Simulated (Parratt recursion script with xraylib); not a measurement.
**What roughness does to the fringe maxima of SnO2 on SiO2**

| layer, from the top | thickness (Å) | density (g/cm³) | rms roughness of its top face (Å) | δ (10⁻⁶) | β (10⁻⁶) |
|---|---|---|---|---|---|
| SnO2 | 200 | 6.186 | varied | 17.39 | 1.489 |
| SiO2 (substrate) | – | 2.632 | 2.1 | 8.524 | 0.1155 |

The refractive index is n = 1 − δ + iβ. Vacuum lies above.

Densities are inputs, not measurements. They were set from computed cells of the Materials Project: SnO2 from entry mp-856 (P4₂/mnm, 6.873 g/cm³, taken at 90 %); SiO2 from entry mp-6930 (P3₂21, 2.632 g/cm³). A layer's crystal structure does not enter its constants, only its composition and density.

Simulated, not measured: specular X-ray reflectivity, Parratt recursion, Névot-Croce roughness, xraylib tables (Parratt recursion script with xraylib 4.3.0).

Photon energy 8.048 keV (λ = 1.5406 Å), s polarisation. The grazing angle θ is scanned from 0.05° to 2.5° in 900 evenly spaced points, and the curve is smoothed with a Gaussian of 0.004° full width. A maximum is a scan point above both neighbours; its place and height come from a parabola through R at the three points.

The table follows two fringe maxima, those next to orders 4.5 and 6.5 of m = (2d/λ)(sin²θ − 2δ)^½, through runs that differ in the roughness σ₁ of the film surface alone.

```
σ₁ (Å)  θ of the first (°)  R there  θ of the second (°)      R there
------  ------------------  -------  -------------------  -----------
3                    1.040  0.00139                1.468  2.91 × 10⁻⁴
4                    1.040  0.00126                1.468  2.40 × 10⁻⁴
10                   1.038        ?                1.462            ?
```

Q: Estimate the two heights for σ₁ = 10 Å.

A: At a maximum the amplitudes from the film's two faces add: R ≈ (|r₁|g₁ + |r₂|g₂A)². Here q₀ = 4π sin θ/λ, qⱼ = (q₀² − 32π²δⱼ/λ²)^½ (1 film, 2 substrate), |r₁| = |q₀² − q₁²|/(q₀ + q₁)², |r₂| = |q₁² − q₂²|/(q₁ + q₂)² with the numerators taken from the constants, g₁ = exp(−q₀q₁σ₁²/2), g₂ = exp(−q₁q₂σ₂²/2), and A = exp(−16π²β₁d/(λ²q₁)) for absorption in the film.

Check on a shown row, σ₁ = 3 Å, second maximum: q₀ = 0.2090, q₁ = 0.2034, q₂ = 0.2063 Å⁻¹; |r₁| = 0.0136, |r₂| = 0.00703; g₁ = 0.826, g₂ = 0.912, A = 0.907; R ≈ 2.91 × 10⁻⁴ against 2.91 × 10⁻⁴ in the table.

- σ₁ = 10 Å, first maximum: q₀ = 0.1478, q₁ = 0.1398, q₂ = 0.1439 Å⁻¹; |r₁| = 0.0280, |r₂| = 0.0147; g₁ = 0.356, g₂ = 0.957, A = 0.868; R ≈ 4.92 × 10⁻⁴.
- σ₁ = 10 Å, second maximum: q₀ = 0.2081, q₁ = 0.2025, q₂ = 0.2054 Å⁻¹; |r₁| = 0.0137, |r₂| = 0.00709; g₁ = 0.122, g₂ = 0.912, A = 0.907; R ≈ 5.68 × 10⁻⁵.

The run gave 4.80 × 10⁻⁴ and 5.64 × 10⁻⁵; the estimates are 1.03 and 1.01 times these.
